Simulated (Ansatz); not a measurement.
Tl (hcp, Mg type), energy against volume

Tl (hcp, Mg type)

```cif
data_Tl2
_chemical_formula_sum 'Tl2'
_space_group_name_H-M_alt 'P63/mmc'
_space_group_IT_number 194
_space_group_name_Hall '-P 6c 2c'
_cell_length_a 3.51996
_cell_length_b 3.51996
_cell_length_c 5.60163
_cell_angle_alpha 90.000
_cell_angle_beta 90.000
_cell_angle_gamma 120.000
loop_
_atom_site_label
_atom_site_type_symbol
_atom_site_symmetry_multiplicity
_atom_site_Wyckoff_symbol
_atom_site_fract_x
_atom_site_fract_y
_atom_site_fract_z
_atom_site_occupancy
Tl1 Tl 2 d 0.66667 0.33333 0.25000 1
```

This relaxed cell (volume V₀) is scaled evenly in all directions, its shape held. Symmetry pins the atoms to their sites.

Calculation: r2SCAN (plane waves to 500 eV, PAW, scalar-relativistic; Ansatz, a program for electronic structure). k mesh 15×15×9 (Γ-centred), Fermi-Dirac smearing 0.05 eV. Energies are smeared free energies. Stress and pressure are positive under compression. With the shape held, the modulus is that of even scaling; a crystal free to change shape is softer. Spin-orbit coupling is left out, though Tl is heavy. Tl was relaxed with its symmetry unable to fall. The zero of ΔE is the relaxed starting cell.

| V (Å³/cell) | ΔE (kJ/mol of atoms) | P (GPa) |
|---|---|---|
| 50.49 | 10.7 | 8.9 |
| 52.09 | 7.0 | 6.7 |
| 53.69 | 4.2 | 4.9 |
| 55.30 | 2.2 | 3.3 |
| 56.90 | 0.9 | 2.0 |
| 58.50 | 0.2 | 0.9 |
| 60.11 | 0.0 | 0.0 |
| 61.71 | 0.2 | -0.8 |
| 63.31 | 0.7 | -1.4 |
| 64.92 | 1.6 | -2.0 |
| 66.52 | 2.6 | -2.5 |
| 68.12 | 3.9 | -2.8 |
| 69.72 | 5.4 | -3.2 |

What the scan shows:

```yaml
pressure_at_the_smallest_volume: 8.9 GPa
energy_cost_of_the_largest_compression: 111 meV/atom
energy_cost_of_the_largest_expansion: 56 meV/atom
Bulk modulus at fixed cell shape B₀ (third-order Birch-Murnaghan fit): 31.9 GPa
Pressure derivative B₀′ (fit): 5.4
equilibrium_volume_of_the_fit: 30.05 Å³/atom
Pressure for 5 % compression (fit): 1.9 GPa
```

The 13 points together took about 4 core-minutes (a rough figure).

(A scan under strain: stresses follow from slopes of the energy per volume, elastic moduli from its curvatures.)
